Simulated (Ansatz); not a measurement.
TaSi2:
```xyz
9
Lattice="4.7629 0.0000 0.0000 -2.3814 4.1248 0.0000 0.0000 0.0000 6.5541" Properties=species:S:1:pos:R:3 pbc="T T T"
Ta    -1.1907     2.0624     2.1847
Ta     2.3814     0.0000     0.0000
Ta     1.1907     2.0624     4.3694
Si     2.3814     2.8123     0.0000
Si    -1.2448     3.4685     4.3694
Si     1.1366     0.6562     2.1847
Si     0.0000     1.3125     0.0000
Si     3.6262     0.6562     4.3694
Si     1.2448     3.4685     2.1847
```

Relaxed with PBEsol. Special points in fractions of this cell's reciprocal vectors: Γ (0.000, 0.000, 0.000); M (0.500, 0.000, 0.000); K (0.333, 0.333, 0.000); A (0.000, 0.000, 0.500); L (0.500, 0.000, 0.500); H (0.333, 0.333, 0.500).

Problem. List the band energies nearest the Fermi level at these points for plane-wave PAW PBEsol (Ansatz code).

Solution. In eV from the Fermi level; about four levels below and three above (degenerate sets whole), none deeper than 8.9 eV; points with the same levels are listed once.

```
k                          below                above
-  -----------------------------  -------------------
Γ        -2.43 -2.23 -2.23 -1.49       0.69 2.98 2.98
M        -1.12 -0.79 -0.12 -0.05       0.85 1.19 1.58
K  -1.96 -1.96 -1.77 -1.77 -1.76       0.32 0.32 0.56
A        -2.29 -2.01 -1.79 -1.79  1.10 1.10 2.65 2.65
L        -2.08 -1.86 -0.72 -0.26       1.55 1.97 2.54
H        -0.77 -0.77 -0.18 -0.18       0.93 1.55 1.55
```

Space group P6_422. The workflow started from a Materials Project entry (that database holds measured and hypothetical structures alike); the Crystallography Open Database files this formula in space group No. 181, but the cells were not matched. Whether it is the stable phase at ambient conditions was not checked. Symmetry was held in the PBEsol relaxation; of distortions, only those at the zone centre were tested. No spin polarisation was allowed. Scalar-relativistic: spin–orbit coupling is off unless named, which matters more the heavier the elements.

Potentials: the earlier of the program's two PAW sets.
